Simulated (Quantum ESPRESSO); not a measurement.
Zn4S3F (made-up cell) (calculated)

Calculation on a made-up crystal cell, not a measurement: periodic Kohn-Sham density functional theory in plane waves with PseudoDojo standard norm-conserving scalar-relativistic pseudopotentials, each functional with its own files (v0.5 for PBE, v0.4.1 for LDA and PBEsol), no spin polarisation, no spin-orbit coupling, atoms not relaxed, stress positive in tension, energies less a fixed whole-eV offset for each atom's element; levels are Kohn-Sham levels at fractions of this cell's reciprocal vectors, counted from the reference band (half the neutral cell's valence electrons, rounded up) at Gamma; error bars cover cutoff and k-mesh only, not smearing or the files; added strain carries the atoms with the cell, and shear is the tensor component; each bar is the largest change over components, and at least 0.002 eV, 0.002 eV per angstrom or 0.02 GPa; energies are for the whole cell, and the offsets were chosen from early runs and are not element reference energies. Program: Quantum ESPRESSO 7.5.

```cif
# cell vector a (Å): 4.0086 0.0000 0.0000
# cell vector b (Å): 0.0000 6.9431 0.0000
# cell vector c (Å): 0.0000 0.0000 6.5460
data_Zn4S3F
_symmetry_space_group_name_H-M 'P 1'
_symmetry_Int_Tables_number 1
_cell_length_a 4.0086
_cell_length_b 6.9431
_cell_length_c 6.5460
_cell_angle_alpha 90.000
_cell_angle_beta 90.000
_cell_angle_gamma 90.000
_cell_volume 182.19
loop_
_atom_site_label
_atom_site_type_symbol
_atom_site_fract_x
_atom_site_fract_y
_atom_site_fract_z
_atom_site_occupancy
Zn1 Zn 0.98583 0.00645 0.01551 1
Zn2 Zn 0.48845 0.51324 0.00328 1
Zn3 Zn 0.49913 0.15977 0.51506 1
Zn4 Zn 0.00282 0.67154 0.50506 1
S1 S 0.02727 0.01920 0.37947 1
F1 F 0.53011 0.51401 0.36308 1
S2 S 0.51971 0.15968 0.87738 1
S3 S 0.99104 0.66050 0.87316 1
_calc_lattice_type 'wurtzite'
_calc_functional 'pbe'
_calc_cutoff 1143  # eV
_calc_fermi_dirac_smearing 0.1  # eV
_calc_scf_tolerance 1e-07  # eV
_calc_electrons_removed 0
_calc_k_mesh '6 x 6 x 6, shifted by half a step'
_calc_stress_xx ?
_calc_pressure ?
_calc_stress_xz ?
_calc_stress_xy ?
```

Atoms:
```
atoms element  atom site  atom energy offset (eV)
           Zn          1                    -5687
           Zn          2                    -5687
           Zn          3                    -5687
           Zn          4                    -5687
            S          5                     -302
            F          6                     -677
            S          7                     -302
            S          8                     -302
```

Questions
1. What stress xx does the calculation give for Zn4S3F (made-up cell)?
2. What pressure does the calculation give for Zn4S3F (made-up cell)?
3. Zn4S3F (made-up cell): stress xz?
4. Zn4S3F (made-up cell): stress xy?
5. Give the table of levels values for Zn4S3F (made-up cell).

Answers
1. 5.126 GPa
2. -5.25 GPa
3. -0.3134 GPa
4. -0.02749 GPa
5. 
Levels:
```
level k point  next band up (eV)
        Gamma              2.223
(1/2,1/2,1/2)              2.587
   (0.15,0,0)               2.76
   (0,0.15,0)              2.409
   (0,0,0.15)              2.193
```

Further results for Zn4S3F (made-up cell):

- free energy less offsets: 4.864 eV
- smearing term minus ts: -0.04528 eV
- scf iterations: 11
- stress yy: 5.552 GPa
- stress zz: 5.074 GPa
- stress yz: 0.4365 GPa
- fermi level: 1.9 eV
- reference band: 53
- error bar energy: 0.002818 eV
- error bar stress: 0.02584 GPa
- error bar force: 0.004667 eV/Å
- error bar next band up: 0.002 eV
- error bar fermi level: 0.01028 eV
- error bars from: tighter rerun of a related cell

Forces:
```
site  x (eV/Å)  y (eV/Å)  z (eV/Å)
   1    0.4789    -0.195   -0.2326
   2    0.1397    -0.284    0.1921
   3    0.5192    0.1439   -0.0526
   4  -0.06473   -0.2148   -0.4892
   5   -0.5747   -0.1266  -0.02667
   6  -0.01506  -0.01116   -0.2382
   7   -0.5365    0.4319    0.2524
   8   0.05325    0.2557    0.5946
```
